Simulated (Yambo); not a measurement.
A G0W0@PBEsol run in Yambo for MoS2 (space group R3m, No. 160) (6×6×6 Γ-centred k mesh, bands 2 to 107 and a 8 Ry block in the screening, 107 bands in G with the Bruneval-Gonze terminator, plasmon pole fitted at 27.2 eV) gives these matrix elements, in eV, at the band edges (Z → (0, 0.167, -0.167)):

```tsv
state	E0	<Vxc>	<Σx>	<Σc(E0)>	Z
valence edge	0.000	-16.348	-16.930	0.426	0.779
conduction edge	0.750	-15.215	-11.258	-3.612	0.787
```

### Question
Solve the linearised quasiparticle equation for both states, give the gap, and say how exchange and correlation each act on it.

### Answer
E = E0 + Z(Σx + Σc − Vxc). Valence: 0.000 + 0.779 × (-16.930 + (0.426) − (-16.348)) = -0.12 eV. Conduction: 0.750 + 0.787 × (-11.258 + (-3.612) − (-15.215)) = 1.02 eV. The gap is 1.14 eV, against 0.75 eV in PBEsol. Replacing Vxc by bare exchange alone would open it by 4.54 eV; correlation takes back 4.04 eV of that, and Z scales what is left. Convergence of the G0W0 settings was not tested. Spin-orbit splittings are left out.

Geometry relaxed with PBE+D3(BJ); primitive cell a = b = c = 6.2665 Å, α = β = γ = 29.15°.
